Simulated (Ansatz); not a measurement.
**B₆As: electrons, doping and thermopower**

Plane-wave DFT in Ansatz, PBEsol, scalar-relativistic PAW potentials, cutoff 420 eV, no spin-orbit coupling; no spin polarisation. B₆As in space group R-3m, which needn't be the usual phase of this composition. Boltzmann transport at 300 K in rigid bands with one relaxation time, bands interpolated from the k mesh 6×6×6; values are means over x, y, z.

```tsv
electrons (cm⁻³)	size of S (μV/K)	σ/τ (Ω⁻¹ m⁻¹ s⁻¹)
10^18	491.9	8.07e+16
10^19	?	8.06e+17
10^20	125.6	7.96e+18
10^21	33.1	7.02e+19
```

**Question.** Take the lowest doping as non-degenerate: get the effective density of states and the masses, and predict the missing S.

**Answer.** For parabolic bands and one τ, |S| = (k_B/e)(5/2 − η) with k_B/e = 86.17 μV/K and n = N e^η. The first row gives η = -3.21, N = 2.47×10¹⁹ cm⁻³ and, from N = 2.509×10¹⁹ cm⁻³ × m_d^(3/2), a density-of-states mass of 0.99 mₑ (all valleys and bands together). σ/τ = ne²/m_c gives a conductivity mass of 0.35 mₑ; m_d is 2.8 times m_c, the sign of several valleys, several bands or anisotropy. A decade of doping costs (k_B/e) ln 10 = 198.4 μV/K, which predicts 294 μV/K; the run gave 296.9. There η is about -0.9, where Fermi statistics begin to count, but their first corrections to η and to the mean carrier energy nearly cancel, so the rule still holds. At 10^21 cm⁻³ the rule would give -103 μV/K against 33.1: the gas is degenerate there. Scattering that depends on energy changes the 5/2, and whether such doping can be reached wasn't computed.

Cost: about 39 core-minutes for the runs cited, on Intel Xeon Platinum 8375C (Ice Lake) (shared hosts).